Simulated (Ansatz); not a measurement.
**Eu3Al8Cu6: what a change of hamiltonian.hubbard, kpoints.mp_grid.grid does**

All numbers are calculated (PBEsol, collinear spin, no spin-orbit coupling; Ansatz, PAW set soft_2, 420 eV, k-mesh 3×3×3), not measured. These are the settings of the reference run.

Cell:

```
cell
1.0
     2.6865    4.6531   -4.0516
     2.6865   -4.6531   -4.0516
    -5.3730    0.0000   -4.0516
Al Cu Eu
8 6 3
Direct
  0.6671 0.6628 0.1727
  0.3380 0.3338 0.8245
  0.6797 0.1602 0.6629
  0.3251 0.8372 0.3341
  0.0024 0.4980 0.9984
  0.8412 0.3206 0.3342
  0.5025 0.9983 0.9984
  0.1640 0.6759 0.6629
  0.0020 0.3373 0.6630
  0.6634 0.9992 0.3340
  0.3319 0.6685 0.9987
  0.0038 0.6589 0.3336
  0.6724 0.3282 0.9990
  0.3418 0.9978 0.6630
  0.6672 0.6629 0.6657
  0.3379 0.3339 0.3315
  0.0024 0.9983 0.9983
```

The reference run of this cell is solved again as a single point with these keys changed:

| key | reference run | changed run |
| --- | --- | --- |
| hamiltonian.hubbard | not typed | {sites: [{species: Cu, l: d, u_eff: 1.0}], double_counting: amf} |
| kpoints.mp_grid.grid | [3, 3, 3] | [1, 1, 1] |

Q: How does the changed run end?

A: 

| quantity | reference run | changed run |
| --- | --- | --- |
| largest force (eV/Å) | 0.02 | 0.32 |
| gap on the mesh (eV) | 0.00 | 0.08 |
| moment of the cell (μB) | 20.58 | 20.72 |

The Hamiltonian isn't the same, so energies aren't compared. It took 42 iterations. A gap taken on a mesh is an upper bound, since the band edges can lie between its points.

Caveats: the reference run: 4f shell without a U, which puts 4f levels too near the Fermi level; the reference run: open f or d shells may hold a state above the lowest; a single point, atoms not relaxed again; a change of U can also leave the f or d shell in another state; semilocal functionals make gaps too small and can close them.
